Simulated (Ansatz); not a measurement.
Relaxed CdSe (wurtzite):

```yaml
crystal:
  lattice:
    - [4.33999, 0.00000, 0.00000]
    - [-2.17000, 3.75854, 0.00000]
    - [0.00000, 0.00000, 7.07803]
  atoms:
    - { symbol: Cd, position: [0.66667, 0.33333, 0.00056] }
    - { symbol: Cd, position: [0.33333, 0.66667, 0.50056] }
    - { symbol: Se, position: [0.66667, 0.33333, 0.62464] }
    - { symbol: Se, position: [0.33333, 0.66667, 0.12464] }
```

In each cell atom 4 (Se, nearest neighbour Cd at 2.655 Å; its periodic images, 4.3 Å or more away, move with it) moves by s·(0.577, 0.577, 0.577) (along Cartesian [111]), the rest being held.

These are r2SCAN (plane waves to 500 eV, PAW, scalar-relativistic; Ansatz, a program for electronic structure) values and carry that method's errors. k mesh 7×7×4 (Γ-centred), Fermi-Dirac smearing 0.05 eV. E stands for the smeared free energy. Left out: 1 of 11 points, with atoms too close for the PAW data. CdSe was relaxed with its symmetry unable to fall. ΔE is measured from the undisplaced structure.

| s (Å) | ΔE (meV/cell) |
|---|---|
| -0.640 | 2162 |
| -0.480 | withheld |
| -0.320 | 379 |
| -0.160 | 82 |
| 0.000 | 0 |
| 0.160 | 64 |
| 0.320 | 231 |
| 0.480 | 472 |
| 0.640 | 763 |
| 0.800 | 1081 |

Fit a polynomial form (powers 2, 3, 4) to the given rows and predict ΔE at s = -0.480.

Least squares on the 9 given rows: ΔE = (3019)·s² + (-2684)·s³ + (1294)·s⁴, in meV/cell with s in Å; root-mean-square residual 12.2 meV/cell. At -0.480 the fit gives 1061 meV/cell; the calculation gives 1009 meV/cell, so the interpolation is off by 52 (+5.2 %). The quadratic term alone would give 696 meV/cell.

(For displaced atoms, the force is minus the slope of the energy, and its curvature is a force constant, which sets phonon frequencies.)
